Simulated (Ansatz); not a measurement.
This Ga2P structure is the end of a relaxation. The cell was found from a structure generator's guess, not taken from experiment.

Computed with DFT PBE, scalar-relativistic, plane waves, PAW (Ansatz 0.2.0). Cutoff 420 eV, Γ-centred mesh, Gaussian smearing, no spin polarisation.

```
Ga P
1.0
     0.00000    3.12811    3.12811
     3.12811    0.00000    3.12811
     3.12811    3.12811    0.00000
Ga P
2 1
Direct
  0.50000 0.50000 0.50000
  0.75000 0.75000 0.75000
  0.00000 0.00000 0.00000
```

Formation energies are uncorrected and refer to the elements' standard structures at the same level. The references include black phosphorus.

Task: What space group does it have?

Result: F-43m (No. 216). Conventional cell: a = 6.256 Å. Ga on its first site is surrounded by 4 Ga at 2.71 Å and 6 P at 3.13 Å; Ga on its second site has 4 Ga at 2.71 Å and 4 P at 2.71 Å; around P lie 4 Ga at 2.71 Å and 6 Ga at 3.13 Å.

Task: How far does it lie from the elements in energy?

Result: +0.23 eV/atom. A positive value: parting into the elements would lower its energy.

Task: Is it a metal?

Result: Yes, bands cross the Fermi level on the 12×12×12 mesh.

The last run used a 12×12×12 mesh for its 3-atom cell and Gaussian smearing of 0.10 eV. An odd number of electrons in the primitive cell allows no gap without spin; a larger cell or a magnetic state could open one. The cell is a metal run without spin; a magnetic state may lie lower. The reference form of P is held partly by dispersion forces, which this level lacks. A structure relaxed within its symmetry needn't be a true minimum. Another cell of Ga2P relaxed alike, in P-4m2, lies 193 meV/atom lower, so this cell isn't the stable form at this level.
